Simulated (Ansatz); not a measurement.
The start is a relaxed La2O3 cell, doubled along one cell vector, shaken by Gaussian noise of σ = 0.08 Å a coordinate. The cell and all atomic positions are relaxed at zero pressure with r2SCAN (plane waves to 500 eV, PAW, scalar-relativistic; Ansatz, a quantum-chemistry and plane-wave program). First-step values are on the input's coarse k-mesh.

Ansatz input (later rounds restart from its end on a renewed k-mesh):
Ansatz 0.2 input:
```yaml
crystal:
  lattice:
    - [3.9351877484, 0, 0]
    - [-3.9351877484, 6.8159451176, 0]
    - [0, 0, 6.125669647]
  atoms:
    - { symbol: La, position: [0.3477063449, 0.3501192749, 0.2468517628] }
    - { symbol: La, position: [0.3626085515, 0.8399456978, 0.2343364922] }
    - { symbol: La, position: [0.6296458794, 0.1464739729, 0.7337217085] }
    - { symbol: La, position: [0.6861327989, 0.6615134317, 0.7614631384] }
    - { symbol: O, position: [0.0018849724, 0.0079208361, 0.0055648042] }
    - { symbol: O, position: [0.0438728525, 0.5112942044, 0.0134444833] }
    - { symbol: O, position: [0.3272864465, 0.3319801574, 0.6424917419] }
    - { symbol: O, position: [0.3636224033, 0.835002288, 0.6391015826] }
    - { symbol: O, position: [0.674470055, 0.1814759162, 0.3577651907] }
    - { symbol: O, position: [0.6380729833, 0.6429036115, 0.3728067738] }
basis: { ecutwfc: 500, ecutrho_ratio: 4, xc_grid: 4, fft_grid_basis: typed }
kpoints: { mp_grid: { grid: [7, 4, 4] } }
hamiltonian:
  xc: r2scan
  dispersion: none
  pseudopotentials: { azcp: { folder: ./paw }, kind: paw }
scf: { occupations: { method: fermi_dirac, width: 0.05 } }
relax: { f_tol: 0.01, max_steps: 100, cell: { stress_tol: 0.02 } }
output: { forces: true, stress: true }
```

**Question.** Which atoms feel the largest initial force, and how large is it?

**Answer.** 2.93 eV/Å, on O10 (atoms numbered as listed).

**Question.** By how much does the energy per atom fall from start to end?

**Answer.** 74 meV/atom.

**Question.** Is the parent structure recovered?

**Answer.** It relaxes back to the parent, P-3m1 (No. 164).

**Question.** How do the shortest distances between atoms change?

**Answer.** The closest pairs of elements (up to four, under 3.6 Å), start → end: La–O 2.14 → 2.37 Å; O–O 2.69 → 2.89 Å.

**Question.** What band gap does the relaxed structure have at this level?

**Answer.** 4.23 eV, indirect (valence top at L, conduction bottom at K) (no spin-orbit coupling).

Relaxed structure:

Space group P-3m1 (No. 164); a = b = 3.9351 Å, c = 6.1257 Å, α = β = 90.00°, γ = 120.00°

```tsv
atom	site	symmetry	x	y	z
La	2d	3m.	0.3333	0.6667	0.2461
O	1a	-3m.	0.0000	0.0000	0.0000
O	2d	3m.	0.6667	0.3333	0.3539
```

Final values are on a 10×10×6 k-mesh of the relaxed cell. No spin polarisation in the result.
